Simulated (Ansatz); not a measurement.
Y$_{2}$H$_{2}$C:
```
Y2H2C
1.0
    3.66498     0.00000     0.00000
   -1.83249     3.17396     0.00000
    0.00000     0.00000     6.00518
H Y C
2 2 1
Direct
  0.33333   0.66667   0.61024
  0.66667   0.33333   0.38976
  0.33333   0.66667   0.22453
  0.66667   0.33333   0.77547
  0.00000   0.00000   0.00000
```

Relaxed with r²SCAN. Special points in fractions of this cell's reciprocal vectors: Γ (0.000, 0.000, 0.000); M (0.500, 0.000, 0.000); K (0.333, 0.333, 0.000); A (0.000, 0.000, 0.500); L (0.500, 0.000, 0.500); H (0.333, 0.333, 0.500).

List the band energies nearest the Fermi level at these points for the program Ansatz at the r²SCAN level (PAW).

In eV from the Fermi level; about four levels below and three above (degenerate sets whole), none deeper than 8.9 eV; points with the same levels are listed once.

| k | below | above |
|---|---|---|
| Γ | -5.46 -4.43 -0.85 -0.85 | 0.50 2.69 3.06 3.06 |
| M | -1.67 -0.89 -0.83 -0.08 | 4.53 4.81 5.15 |
| K | -4.26 -4.26 -1.48 -1.48 -0.83 | 0.23 4.00 4.00 |
| A | -2.83 -1.56 -0.94 -0.94 | 2.65 2.65 4.46 |
| L | -3.86 -2.60 -0.98 -0.68 | 0.81 2.96 3.72 |
| H | -4.21 -4.21 -1.61 -1.61 -1.06 | 1.15 3.03 3.47 3.47 |

Space group P-3m1. The workflow started from an entry of the Crystallography Open Database (COD). Whether it is the stable phase at ambient conditions was not checked. The cell was relaxed with r²SCAN under the symmetry of its start; whether a distortion lowers the energy is not shown. No spin polarisation was allowed. Scalar-relativistic: spin–orbit coupling is off unless named, which matters more the heavier the elements.

Potentials: the later of the program's two PAW sets.
